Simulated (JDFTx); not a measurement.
```json
{
  "surface": "Al(100)",
  "bulk": "Al, Fm-3m, lattice of mp-134 (not re-optimised)",
  "slab": "4 atoms in 4 planes, 1x1, 6.2 Å between the outermost planes",
  "in-plane cell": "2.856 × 2.856 Å, 8.16 Å²",
  "cell_height": "22.1 Å",
  "sampling": "8×8×1 k mesh, Fermi smearing 0.01 Ha, no spin polarisation"
}
```

All numbers are PBE, GBRV ultrasoft potentials, plane waves to 20/100 Ha results from a modified build of JDFTx, not measurements. Liquid: linear PCM (GLSSA13), water, 1 M NaCl; nuclei fixed. Potentials are counted from the potential of zero charge; σ repeats to about 1 %.

```csv
U − U_pzc (V),"σ (μC/cm², per face)"
-0.69,-9.50
-0.29,-4.17
-0.14,-2.03
0.16,withheld
0.47,8.00
0.71,12.82
```

Q: Fit σ = C₀x + bx² (x = U − U_pzc) to the other rows by least squares, predict the withheld value, and compare with the run.

A: The fit gives C₀ (μF/cm²) = 15.8, b (μF/cm²/V) = 3.06, with a root-mean-square miss of 0.10 μC/cm² on its own rows. It predicts 2.6 μC/cm²; the run gives 2.6 μC/cm², the same to these digits.
